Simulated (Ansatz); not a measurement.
Structure: Ga4AsP3 as one 8-atom ordering (Cm) on the wurtzite lattice, at its r2SCAN minimum. Around P lie 4 Ga at 2.37–2.38 Å; around P lie 4 Ga at 2.35–2.39 Å; around Ga lie 3 P at 2.37 Å and 1 As at 2.42 Å; around Ga lie 4 P at 2.38–2.39 Å; around P lie 4 Ga at 2.36–2.38 Å; around As lie 4 Ga at 2.41–2.44 Å; around Ga lie 2 P at 2.35–2.37 Å and 2 As at 2.41 Å; around Ga lie 3 P at 2.36–2.37 Å and 1 As at 2.44 Å.

Space group Cm (No. 8). a = 14.452 Å, b = 3.881 Å, c = 6.717 Å, α = 90.00°, β = 117.68°, γ = 90.00°

| atom | site | symmetry | x | y | z |
| --- | --- | --- | --- | --- | --- |
| P | 2a | m | 0.9983 | 0.0000 | 0.3317 |
| P | 2a | m | 0.7498 | 0.5000 | 0.9158 |
| Ga | 2a | m | 0.8131 | 0.0000 | 0.1407 |
| Ga | 2a | m | 0.5631 | 0.5000 | 0.7288 |
| P | 2a | m | 0.5013 | 0.0000 | 0.8342 |
| As | 2a | m | 0.7494 | 0.0000 | 0.4170 |
| Ga | 2a | m | 0.8162 | 0.5000 | 0.6555 |
| Ga | 2a | m | 0.5589 | 0.0000 | 0.2263 |

The questions ask for values computed with Ansatz on this geometry. These are computed values for a spin-unpolarised cell that may be hypothetical; none is a measurement.

(1) Is there a gap with PBE, and of what kind?

(2) How does the gap change from PBE to r2SCAN (8×8×4)?

(3) Estimate the gap with HSE06 on 4×4×4.

## Answers

(1) The PBE gap is direct at Γ: 1.14 eV.

(2) The r2SCAN gap is direct at Γ: 1.51 eV. The gap differs by +0.37 eV from PBE's.

(3) With HSE06 the gap is 1.93 eV and direct, at Γ. The gap differs by +0.79 eV from PBE's.

Spin-orbit coupling is left out.

The meshes of the hybrids are coarse, so their gaps aren't converged to the digits shown.
